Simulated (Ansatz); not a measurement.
## Structure optimisation: lead, omega (AlB2-type)

Computed with Ansatz, DFT, PBEsol, plane waves (420 eV) with PAW, scalar-relativistic. (PAW data from PBE, frozen cores regenerated.)

k-point mesh 7×7×9, Fermi-Dirac smearing 0.1 eV, no spin polarisation. Cell and atoms relax.

Starting structure:

```
Pb
1.0
     5.55485    0.00000    0.00000
    -2.77743    4.81064    0.00000
     0.00000    0.00000    3.40512
Pb
3
Cartesian
  0.0000 0.0000 0.0000
  0.0000 3.2071 1.7026
  2.7774 1.6035 1.7026
```

Question: What cell does the relaxation end in?

Answer: P6/mmm with a = 5.562 Å, c = 3.379 Å (c/a = 0.607); 30.17 Å³ per atom against 30.33 at the start (-0.5 %).

Question: How much energy does the relaxation gain?

Answer: 0.4 meV per atom.
